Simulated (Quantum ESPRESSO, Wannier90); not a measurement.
# TlCl (rock salt), plane waves to Wannier functions

Structure: Materials Project mp-569639, symmetrised, not relaxed again. Not found in the COD (Crystallography Open Database) copy used, which has the formula in other groups; not checked further. Computed values, not measurements, from PBEsol: Quantum ESPRESSO (norm-conserving PseudoDojo potentials, cutoff 50 Ry, no spin polarisation, no spin-orbit coupling) on a Γ-centred 8×8×8 mesh, then Wannier90. Density: 8×8×8 mesh, cold smearing 0.01 Ry. Spin-orbit coupling is left out although heavy elements are present.

On the energy scale of pw.x, whose zero is arbitrary, the valence-band maximum lies at 3.75 eV.

Input w.win:

```
num_bands = 3
num_wann = 3
exclude_bands = 1-7,11-20
num_iter = 800
conv_tol = 1.0e-6
conv_window = 4
write_hr = true
write_u_matrices = true
auto_projections = true
begin unit_cell_cart
ang
    0.0000000000    3.2195500000    3.2195500000
    3.2195500000    0.0000000000    3.2195500000
    3.2195500000    3.2195500000    0.0000000000
end unit_cell_cart
begin atoms_frac
Tl   0.0000000000  0.0000000000  0.0000000000
Cl   0.5000000000  0.5000000000  0.5000000000
end atoms_frac
mp_grid = 8 8 8
begin kpoints
0.0000000000 0.0000000000 0.0000000000
0.0000000000 0.0000000000 0.1250000000
0.0000000000 0.0000000000 0.2500000000
... (509 more lines: the 8x8x8 mesh through Gamma)
end kpoints
```

Input of pw2wannier90.x that gives the overlap and projection files (equivalent; here they were cut from one run over all bands):

```
&inputpp
  outdir = './out'
  prefix = 'pwscf'
  seedname = 'w'
  write_amn = .true.
  write_mmn = .true.
  atom_proj = .true.
  atom_proj_exclude = 1 2 3 4 5 6 7 8 9 10
/
```

Output w.wout (banner and timings cut):

```
                                    ------
                                    SYSTEM
                                    ------

                              Lattice Vectors (Ang)
                    a_1     0.000000   3.219550   3.219550
                    a_2     3.219550   0.000000   3.219550
                    a_3     3.219550   3.219550   0.000000

                   Unit Cell Volume:      66.74451  (Ang^3)

                        Reciprocal-Space Vectors (Ang^-1)
                    b_1    -0.975786   0.975786   0.975786
                    b_2     0.975786  -0.975786   0.975786
                    b_3     0.975786   0.975786  -0.975786

 *----------------------------------------------------------------------------*
 |   Site       Fractional Coordinate          Cartesian Coordinate (Ang)     |
 +----------------------------------------------------------------------------+
 | tl   1   0.00000   0.00000   0.00000   |    0.00000   0.00000   0.00000    |
 | cl   1   0.50000   0.50000   0.50000   |    3.21955   3.21955   3.21955    |
 *----------------------------------------------------------------------------*
                                ------------
                                K-POINT GRID
                                ------------

             Grid size =  8 x  8 x  8      Total points =  512

 *---------------------------------- MAIN ------------------------------------*
 |  Number of Wannier Functions               :                 3             |
 |  Number of Objective Wannier Functions     :                 3             |
 |  Number of input Bloch states              :                 3             |
 |  Output verbosity (1=low, 5=high)          :                 1             |
 |  Timing Level (1=low, 5=high)              :                 1             |
 |  Optimisation (0=memory, 3=speed)          :                 3             |
 |  Length Unit                               :               Ang             |
 |  Post-processing setup (write *.nnkp)      :                 F             |
 |  Using Gamma-only branch of algorithms     :                 F             |
 *----------------------------------------------------------------------------*
 *------------------------------- WANNIERISE ---------------------------------*
 |  Total number of iterations                :               800             |
 |  Number of CG steps before reset           :                 5             |
 |  Trial step length for line search         :             2.000             |
 |  Convergence tolerence                     :         0.100E-05             |
 |  Convergence window                        :                 4             |
 |  Iterations between writing output         :                 1             |
 |  Iterations between backing up to disk     :               100             |
 |  Write r^2_nm to file                      :                 F             |
 |  Write xyz WF centres to file              :                 F             |
 |  Write on-site energies <0n|H|0n> to file  :                 F             |
 |  Use guiding centre to control phases      :                 F             |
 |  Use phases for initial projections        :                 F             |
 *----------------------------------------------------------------------------*
 *-------------------------------- PLOTTING ----------------------------------*
 |  Plotting Hamiltonian in WF basis          :                 T             |
 *----------------------------------------------------------------------------*

 *---------------------------------- K-MESH ----------------------------------*
 +----------------------------------------------------------------------------+
 |                    Distance to Nearest-Neighbour Shells                    |
 |                    ------------------------------------                    |
 |          Shell             Distance (Ang^-1)          Multiplicity         |
 |          -----             -----------------          ------------         |
 |             1                   0.211264                      8            |
 |             2                   0.243947                      6            |
 |             3                   0.344993                     12            |
 |             4                   0.404540                     24            |
 |             5                   0.422528                      8            |
 |             6                   0.487893                      6            |
 |             7                   0.531669                     24            |
 |             8                   0.545481                     24            |
       ... (lines left out)
 +----------------------------------------------------------------------------+
 | The b-vectors are chosen automatically                                     |
 | The following shells are used:                       1                     |
 +----------------------------------------------------------------------------+
 |                        Shell   # Nearest-Neighbours                        |
 |                        -----   --------------------                        |
 |                          1               8                                 |
 +----------------------------------------------------------------------------+
 | Completeness relation is fully satisfied [Eq. (B1), PRB 56, 12847 (1997)]  |
 +----------------------------------------------------------------------------+
 |                  b_k Vectors (Ang^-1) and Weights (Ang^2)                  |
 |                  ----------------------------------------                  |
 |            No.         b_k(x)      b_k(y)      b_k(z)        w_b           |
 |            ---        --------------------------------     --------        |
 |             1         0.121973    0.121973   -0.121973     8.401960        |
 |             2         0.121973   -0.121973    0.121973     8.401960        |
 |             3        -0.121973    0.121973    0.121973     8.401960        |
 |             4         0.121973    0.121973    0.121973     8.401960        |
 |             5        -0.121973   -0.121973    0.121973     8.401960        |
 |             6        -0.121973    0.121973   -0.121973     8.401960        |
 |             7         0.121973   -0.121973   -0.121973     8.401960        |
 |             8        -0.121973   -0.121973   -0.121973     8.401960        |
 +----------------------------------------------------------------------------+
 |                           b_k Directions (Ang^-1)                          |
 |                           -----------------------                          |
 |            No.           x           y           z                         |
 |            ---        --------------------------------                     |
 |             1         0.121973    0.121973   -0.121973                     |
 |             2         0.121973   -0.121973    0.121973                     |
 |             3        -0.121973    0.121973    0.121973                     |
 |             4         0.121973    0.121973    0.121973                     |
 +----------------------------------------------------------------------------+

 Starting a new Wannier90 calculation ...

 Reading overlaps from w.mmn

 Reading projections from w.amn

 *------------------------------- WANNIERISE ---------------------------------*
 +--------------------------------------------------------------------+<-- CONV
 | Iter  Delta Spread     RMS Gradient      Spread (Ang^2)            |<-- CONV
 +--------------------------------------------------------------------+<-- CONV

 ------------------------------------------------------------------------------
 Initial State
  WF centre and spread    1  (  3.219550,  3.219550,  3.219550 )     3.73874255
  WF centre and spread    2  (  3.219550,  3.219550,  3.219550 )     3.73874255
  WF centre and spread    3  (  3.219550,  3.219550,  3.219550 )     3.73874255
  Sum of centres and spreads (  9.658650,  9.658650,  9.658650 )    11.21622766

      0     0.112E+02     0.0000000000       11.2162276559  <-- CONV
        O_D=      0.0000000 O_OD=      0.5414752 O_TOT=     11.2162277 <-- SPRD
 ------------------------------------------------------------------------------
      1    -0.212E-01     0.1234695738       11.1950637625  <-- CONV
        O_D=      0.0000000 O_OD=      0.5203113 O_TOT=     11.1950638 <-- SPRD
      2    -0.249E-02     0.0487097485       11.1925765057  <-- CONV
        O_D=      0.0000000 O_OD=      0.5178241 O_TOT=     11.1925765 <-- SPRD
      3    -0.449E-03     0.0184945683       11.1921278708  <-- CONV
        O_D=      0.0000000 O_OD=      0.5173754 O_TOT=     11.1921279 <-- SPRD
      4    -0.840E-04     0.0088234376       11.1920438575  <-- CONV
        O_D=      0.0000000 O_OD=      0.5172914 O_TOT=     11.1920439 <-- SPRD
      5    -0.680E-05     0.0026847891       11.1920370577  <-- CONV
        O_D=      0.0000000 O_OD=      0.5172846 O_TOT=     11.1920371 <-- SPRD
       ... (lines left out)
      7    -0.555E-08     0.0000783523       11.1920369437  <-- CONV
        O_D=      0.0000000 O_OD=      0.5172845 O_TOT=     11.1920369 <-- SPRD
      8    -0.165E-09     0.0000159758       11.1920369435  <-- CONV
        O_D=      0.0000000 O_OD=      0.5172845 O_TOT=     11.1920369 <-- SPRD
      9    -0.145E-11     0.0000107912       11.1920369435  <-- CONV
        O_D=      0.0000000 O_OD=      0.5172845 O_TOT=     11.1920369 <-- SPRD
             <<<     Delta < 1.000E-06  over  4 iterations     >>>
             <<< Wannierisation convergence criteria satisfied >>>
 Final State
  WF centre and spread    1  (  3.219550,  3.219550,  3.219550 )     3.73067898
  WF centre and spread    2  (  3.219550,  3.219550,  3.219550 )     3.73067898
  WF centre and spread    3  (  3.219550,  3.219550,  3.219550 )     3.73067898
  Sum of centres and spreads (  9.658650,  9.658650,  9.658650 )    11.19203694

         Spreads (Ang^2)       Omega I      =    10.674752424
        ================       Omega D      =     0.000000000
                               Omega OD     =     0.517284520
    Final Spread (Ang^2)       Omega Total  =    11.192036944
```
